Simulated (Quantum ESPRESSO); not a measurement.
```yaml
crystal:
  lattice:
    - [-3.27670, 3.27670, 2.98224]
    - [3.27670, -3.27670, 2.98224]
    - [3.27670, 3.27670, -2.98224]
  atoms:
    - { symbol: Hf, position: [0.00000, 0.00000, 0.00000] }
    - { symbol: Hf, position: [0.75000, 0.25000, 0.50000] }
    - { symbol: Si, position: [0.25000, 0.75000, 0.50000] }
    - { symbol: Si, position: [0.50000, 0.50000, 0.00000] }
    - { symbol: O, position: [0.13409, 0.31920, 0.81489] }
    - { symbol: O, position: [0.06920, 0.75431, 0.68511] }
    - { symbol: O, position: [0.50431, 0.31920, 0.18511] }
    - { symbol: O, position: [0.06920, 0.38409, 0.31489] }
    - { symbol: O, position: [0.61591, 0.93080, 0.68511] }
    - { symbol: O, position: [0.68080, 0.86591, 0.18511] }
    - { symbol: O, position: [0.24569, 0.93080, 0.31489] }
    - { symbol: O, position: [0.68080, 0.49569, 0.81489] }
```
The geometry is a computed Materials Project entry, not a measured one. It is HfSiO4 in I4₁/amd; whether this form has been observed was not checked. Stability against distortions was not tested. The run has no spin polarisation.

A lattice sum over point charges, one formal value an element (Hf +4, Si +4, O -2), with no Sternheimer factor, costs far less than a self-consistent run. Taken along the main axis of each site's self-consistent tensor, it gives:

```json
[
 {"site": "Hf (atoms 1, 2)", "V along that axis, point charges (a.u.)": "0.039"},
 {"site": "Si (atoms 3, 4)", "V along that axis, point charges (a.u.)": "-0.047"}
]
```

**Question.** How do the values of PBE PAW (JTH datasets; density from pw.x of a modified build of Quantum ESPRESSO, gradients reconstructed from it by a script) compare?

**Answer.** 
```tsv
site	Vzz, PAW (a.u.)	PAW over point charges
Hf	1.466	38
Si	-0.217	4.6
```
  Cores are frozen. Against all-electron runs on small test molecules, this scheme's |Vzz| missed by −6 % on Si, −2 to +6 % on O. Hf had no test against all-electron runs. Spin–orbit coupling is left out, a limit on Hf.
